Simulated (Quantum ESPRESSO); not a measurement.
Field gradients of CaMgH4 from a PBE PAW density (pw.x of a modified build of Quantum ESPRESSO, JTH datasets) with the all-electron reconstruction of Petrilli and co-workers, 30 Ha, k-mesh 5×5×7 through Γ:

```
CaMgH4
1.0
    4.76604    -0.16361     0.00000
   -0.16361     4.76604     0.00000
    0.00000     0.00000     3.39266
Ca Mg H
1 1 4
Cartesian
  2.30121   2.30121   1.69633
  0.00000   0.00000   0.00000
  3.27388   3.27388   0.00000
  1.32855   1.32855   0.00000
  3.90392   0.69851   1.69633
  0.69851   3.90392   1.69633
```
The cell was made here from a computed Materials Project entry: one of 2 Mg replaced by Ca, cell and atoms relaxed (PBE without dispersion, pw.x of Quantum ESPRESSO, symmetry kept). The parent is MgH2 in P4₂/mnm. The swapped cell is a model, not a known phase. Stability against distortions was not tested.

Vzz is the sum of three terms, each taken along its main axis: the smooth valence density, the ions (nucleus and frozen core) with the augmentation charges of all other spheres, and the all-electron minus smooth density in the atom's own sphere. The split hangs on the datasets.  Cores are frozen. Against all-electron runs on small test molecules, this scheme's |Vzz| missed by −3 to +1 % on H. Ca, Mg had no test against all-electron runs. Where η passes 0.9 the sign of Vzz means little.

```
site             smooth valence density  ions and other spheres  own sphere  Vzz (a.u.)
---------------  ----------------------  ----------------------  ----------  ----------
Ca (atom 1)                      -0.078                   0.085           ?           ?
Mg (atom 2)                      -0.059                   0.049           ?           ?
H2 (atoms 5, 6)                   0.137                  -0.172           ?           ?
```

**Question.** Some entries are withheld; supply them.

**Answer.** 
- Ca (atom 1), own sphere: -0.181
- Ca (atom 1), Vzz (a.u.): -0.174
- Mg (atom 2), own sphere: -0.184
- Mg (atom 2), Vzz (a.u.): -0.194
- H2 (atoms 5, 6), own sphere: 0.000
- H2 (atoms 5, 6), Vzz (a.u.): -0.035
